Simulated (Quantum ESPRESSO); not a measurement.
pw.x input (Quantum ESPRESSO 7.5; LDA, PseudoDojo standard norm-conserving files, scalar-relativistic):

```
&CONTROL
  calculation = 'scf'
  pseudo_dir = './pseudo'
  outdir = './out'
  tprnfor = .true.
  tstress = .true.
/
&SYSTEM
  ibrav = 0
  nat = 9
  ntyp = 3
  ecutwfc = 84.0
  ecutrho = 336.0
  occupations = 'smearing'
  smearing = 'fd'
  degauss = 0.002
  nbnd = 25
/
&ELECTRONS
  conv_thr = 9e-10
/
ATOMIC_SPECIES
H 1.0080 H.upf
Rb 85.4678 Rb.upf
Pt 195.0840 Pt.upf
CELL_PARAMETERS angstrom
  0.000000000000   4.260795000000   4.260795000000
  4.260795000000   0.000000000000   4.260795000000
  4.260795000000   4.260795000000   0.000000000000
ATOMIC_POSITIONS crystal
H   0.807310000000   0.807310000000   0.192690000000
H   0.192690000000   0.192690000000   0.807310000000
H   0.192690000000   0.807310000000   0.807310000000
H   0.807310000000   0.192690000000   0.192690000000
H   0.807310000000   0.192690000000   0.807310000000
H   0.192690000000   0.807310000000   0.192690000000
Rb   0.750000000000   0.750000000000   0.750000000000
Rb   0.250000000000   0.250000000000   0.250000000000
Pt   0.000000000000   0.000000000000   0.000000000000
K_POINTS automatic
6 6 6 0 0 0
```

End of the output:

```
     total energy              =    -376.97554060 Ry
     estimated scf accuracy    <       0.00007411 Ry
     total energy              =    -376.97555922 Ry
     estimated scf accuracy    <       0.00000623 Ry
     total energy              =    -376.97556049 Ry
     estimated scf accuracy    <       0.00000003 Ry
[...]
     the Fermi energy is     3.8409 ev
!    total energy              =    -376.97556050 Ry
     estimated scf accuracy    <          8.4E-10 Ry
     smearing contrib. (-TS)   =       0.00000000 Ry
     internal energy E=F+TS    =    -376.97556050 Ry
     The total energy is F=E-TS. E is the sum of the following terms:
     one-electron contribution =    -246.26662761 Ry
     hartree contribution      =     128.83096798 Ry
     xc contribution           =     -79.41781442 Ry
     ewald contribution        =    -180.12208645 Ry
     convergence has been achieved in   8 iterations
     Forces acting on atoms (cartesian axes, Ry/au):
     atom    1 type  1   force =     0.00000000    0.00000000   -0.00057656
     atom    2 type  1   force =    -0.00000000    0.00000000    0.00057656
     atom    3 type  1   force =    -0.00057656    0.00000000    0.00000000
     atom    4 type  1   force =     0.00057656    0.00000000    0.00000000
     atom    5 type  1   force =     0.00000000   -0.00057656    0.00000000
     atom    6 type  1   force =     0.00000000    0.00057656    0.00000000
     atom    7 type  2   force =    -0.00000000    0.00000000   -0.00000000
     atom    8 type  2   force =     0.00000000    0.00000000    0.00000000
     atom    9 type  3   force =     0.00000000    0.00000000    0.00000000
     Total force =     0.001412     Total SCF correction =     0.000015
     Computing stress (Cartesian axis) and pressure
          total   stress  (Ry/bohr**3)                   (kbar)     P=      -14.29
  -0.00009714   0.00000000   0.00000000          -14.29        0.00        0.00
   0.00000000  -0.00009714   0.00000000            0.00      -14.29        0.00
   0.00000000   0.00000000  -0.00009714            0.00        0.00      -14.29
```
In a gapped system the printed Fermi energy is only some level inside the gap.

Spin-orbit coupling is not included.

Geometry of the Materials Project entry, not relaxed at this level.
